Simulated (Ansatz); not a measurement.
Mo₃Se₄, in the lowest among the structures calculated here: R-3, hexagonal axes (No. 148), hR14; a = b = 9.4661 Å, c = 11.1808 Å, α = β = 90.00°, γ = 120.00°; Mo 18f (0.152, 0.172, 0.394); Se 6c (0.000, 0.000, 0.215); Se 18f (0.042, 0.338, 0.085). All values below come from PBEsol (plane waves to 420 eV, PAW, scalar-relativistic; Ansatz, an electronic-structure program). Element references, the lowest calculated here: Se (P3₁21), Mo (Im-3m).

### Question
What is the computed formation energy of this R-3 form of Mo3Se4 from the elements (PBEsol)?

### Answer
-0.55 eV/atom.

Static energies, no anion corrections, no zero-point energy. Values are rounded to 0.01 eV/atom. The compounds carry no spin polarisation.
